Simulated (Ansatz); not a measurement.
Frozen-phonon scan for ZrIr2 (cubic Laves, MgCu2 type)

ZrIr2 (cubic Laves, MgCu2 type)

```xyz
6
Lattice="0.0000 3.6522 3.6522 3.6522 0.0000 3.6522 3.6522 3.6522 0.0000" Properties=species:S:1:pos:R:3 pbc="T T T"
Zr     3.6522     3.6522     3.6522
Zr     5.4782     5.4782     5.4782
Ir     0.9130     2.7391     2.7391
Ir     2.7391     2.7391     0.9130
Ir     2.7391     0.9130     2.7391
Ir     0.9130     0.9130     0.9130
```

The atoms are displaced by Q × the pattern below (from a DFPT mode at Γ, largest move 1; Q in Å), at fixed cell. It is one choice among 3 degenerate patterns.

```tsv
atom	x	y	z
Ir3	0.000	-0.707	0.707
Ir4	0.000	0.707	0.707
Ir5	0.000	-0.707	-0.707
Ir6	0.000	0.707	-0.707
```

Atoms not listed stay in place.

Computed with LDA (plane waves to 420 eV, PAW, scalar-relativistic; Ansatz, a program for electronic structure). k mesh 11×11×11 (Γ-centred), Fermi-Dirac smearing 0.05 eV. The energy includes the smearing's −TS. Stress and pressure are positive under compression. With partly filled bands, energies and forces of such displacements shift with the k mesh and the smearing. Spin-orbit coupling is left out, though Ir is heavy. ZrIr2 is run without spin polarisation. ZrIr2 was relaxed with its symmetry unable to fall. The zero of ΔE is the undisplaced structure.

| Q (Å) | ΔE (eV/cell) | −dE/dQ from forces (eV/Å) | P (GPa) |
|---|---|---|---|
| -0.440 | 0.222 | 6.498 | 0.0 |
| -0.367 | -0.141 | 3.452 | -1.1 |
| -0.293 | -0.295 | 0.855 | -1.4 |
| -0.220 | -0.284 | -1.012 | -1.1 |
| -0.147 | -0.174 | -1.798 | -0.6 |
| -0.073 | -0.052 | -1.332 | -0.2 |
| 0.000 | 0.000 | 0.000 | 0.0 |
| 0.073 | -0.052 | 1.332 | -0.2 |
| 0.147 | -0.174 | 1.798 | -0.6 |
| 0.220 | -0.284 | 1.012 | -1.1 |
| 0.293 | -0.295 | -0.855 | -1.4 |
| 0.367 | -0.141 | -3.452 | -1.1 |
| 0.440 | 0.222 | -6.498 | 0.0 |

Derived quantities:

```
Property                                                                                                                        Value
-----------------------------------------------------------  ------------------------------------------------------------------------
Energy at Q = 0.440 Å                                                                                                    222 meV/cell
Space group of the distorted cell                                                                 I-42d (No. 122), lowered from Fd-3m
Symmetry of the curve                                                                                   even: the same for both signs
Shape of the curve                                           a double well: the undisplaced structure is a maximum between two minima
Position of the deepest minimum (fit)                                                                                0.26 Å from zero
Depth of the well (fit)                                                                                 308 meV/cell, cell held fixed
Harmonic wavenumber from the curvature (finite differences)                                                                  84i cm⁻¹
```

The 13 points together took very roughly 6 core-minutes.

(A displaced cell: forces are minus the slopes of the energy, force constants its curvatures, and phonons follow from these.)
